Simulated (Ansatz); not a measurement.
Input:

ScPtN₂:
```
CELL_PARAMETERS angstrom
      1.61961     0.93508     5.97284
     -1.61961     0.93508     5.97284
      0.00000    -1.87017     5.97284
ATOMIC_POSITIONS crystal
  Sc 0.50000 0.50000 0.50000
  Pt 0.00000 0.00000 0.00000
  N  0.89550 0.89550 0.89550
  N  0.10450 0.10450 0.10450
```

This is the r²SCAN-relaxed structure.

### Question
All from DFT-r²SCAN in the program Ansatz with PAW potentials, unless another level is named. Give the electronic character.

### Answer
metallic (no gap).

### Question
Predict the density of states at the Fermi level.

### Answer
1.1 states/eV per atom (mean over ±0.08 eV).

### Question
And the formation energy from the elements (no fitted shifts)?

### Answer
-327 meV/atom.

Space group R-3m. The start of the workflow was typed in or built on a structure type; neither database checked (COD, Materials Project) lists it. Whether it is the stable phase at ambient conditions was not checked. Symmetry was held in the r²SCAN relaxation; its stability against distortions is not shown here. The run is not spin-polarised. With an odd number of electrons in the cell and no spin polarisation, the count alone makes it a metal. The references are the lowest solids computed at this level, not always the standard phases (solids in place of the gases). Scalar-relativistic: spin–orbit coupling is off unless named, which matters more the heavier the elements.

Potentials: the later of the program's two PAW sets.
